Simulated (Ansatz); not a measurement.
## Ga₃Sb: how the plane-wave cutoff moves the results

Theory: DFT PBE, scalar-relativistic, plane waves, PAW in Ansatz.

```
CELL_PARAMETERS angstrom
-2.16630 2.23550 4.78378
2.17681 -2.15945 4.75405
2.13162 2.12477 -4.74929
ATOMIC_POSITIONS crystal
Ga 0.73349 0.24705 0.48655
Ga 0.27834 0.74675 0.53601
Ga 0.52464 0.50643 0.04302
Sb 0.99214 0.02016 0.99531
```

```json
{
  "Γ-centred k-mesh": "8×8×10",
  "occupation rule": "Gaussian smearing, 0.1 eV",
  "spin treatment": "unpolarised",
  "valence charge of the PAW sets": "Ga 13, Sb 15"
}
```

The atoms stay fixed while the plane-wave cutoff is varied. ΔE is the energy extrapolated to zero smearing, less that of the reference run (600 eV). The cell was strained and its atoms displaced at random, so that forces don't vanish. Spin–orbit coupling is left out. Pressure is positive in compression and holds a correction for the finite cutoff (Pulay stress).

Times are rough; the reference took 120 s on 1 thread of Arm Neoverse V2, on a shared host, peak memory 1.3 GiB.

Q: Tried: 200, 250, 300, 350, 420, 600 eV. From which plane-wave cutoff on does the energy per atom stay within 100, 10 and 1 meV of the reference?

A: 350 for 100 meV, 350 for 10 meV, none but the reference for 1 meV. The reference itself isn't shown to be converged. At 350 eV, where the energy is within 10 meV, force components already agree to within 0.002 eV/Å, where the largest force is 0.345 eV/Å.

| cutoff (eV) | ΔE (meV/atom) | P (GPa) | largest change of a force component (eV/Å) | plane waves at Γ | wall time (s) |
| --- | --- | --- | --- | --- | --- |
| 200 | 8687 | 2.18 | 0.371 | 571 | 36 |
| 250 | 1197 | 0.36 | 0.102 | 825 | 45 |
| 300 | 106 | -0.20 | 0.017 | 1043 | 53 |
| 350 | 6.08 | -0.24 | 0.002 | 1347 | 62 |
| 420 | 1.39 | -0.26 | 0.000 | 1757 | 72 |
| 600 | 0.00 | -0.27 | 0.000 | 3007 | 120 |